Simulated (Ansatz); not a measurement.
MgTe:
```xyz
2
Lattice="2.1125 1.2196 3.4498 -2.1125 1.2196 3.4498 0.0000 -2.4393 3.4498" Properties=species:S:1:pos:R:3 pbc="T T T"
Mg     0.0000     0.0000     7.7623
Te     0.0000     0.0000     2.5871
```

Relaxed with PBE. Plane-wave PAW PBE (Ansatz code) gives a gap of 0.44 eV.

What gap does HSE06 give on the same cell (Ansatz, PAW)?

1.06 eV, 0.62 eV more. The hybrid was solved on a coarser mesh and at special points; its gap is the smallest among all of these.

| k | v1 PBE | c1 PBE | v1 HSE06 | c1 HSE06 |
|---|---|---|---|---|
| Γ | -0.01 | 2.10 | (withheld) | (withheld) |
| T | -0.50 | 3.18 | (withheld) | (withheld) |
| L | -0.50 | 3.17 | (withheld) | (withheld) |
| F | -1.78 | 0.44 | -1.95 | 1.06 |
| S0 | -1.42 | 1.74 | -1.55 | 2.40 |
| H0 | -2.69 | 3.22 | (withheld) | (withheld) |

Top valence (v1) and lowest conduction level (c1) in eV from each method's valence maximum (which need not be a listed point): supply the withheld HSE06 values.


- L, v1 HSE06: -0.55
- L, c1 HSE06: 3.91
- Γ, v1 HSE06: -0.01
- Γ, c1 HSE06: 2.94
- T, v1 HSE06: -0.55
- T, c1 HSE06: 3.91
- H0, v1 HSE06: -2.86
- H0, c1 HSE06: 3.97

Cost on shared cores: the PBE run (SCF on a 8×8×8 mesh, then bands and DOS) roughly 24 core-seconds, the HSE06 run (SCF on 6×6×6, then a few points) around 100 core-seconds (rough); the tasks are unlike.

Space group Fm-3m (rock salt). A made-up cell: these elements were put on the sites of a structure type; the Crystallography Open Database copy checked does not list it. COD files the formula under space group No. 186, so this cell is another polymorph or a model. Its standing as an ambient phase is unchecked. The PBE relaxation kept the symmetry of its start; of distortions, only those at the zone centre were tested. Point labels and valley counts follow the cell and symmetry of the run, lower than the named group. Spin–orbit coupling is left out wherever it is not named.

Potentials: the later of the program's two PAW sets.
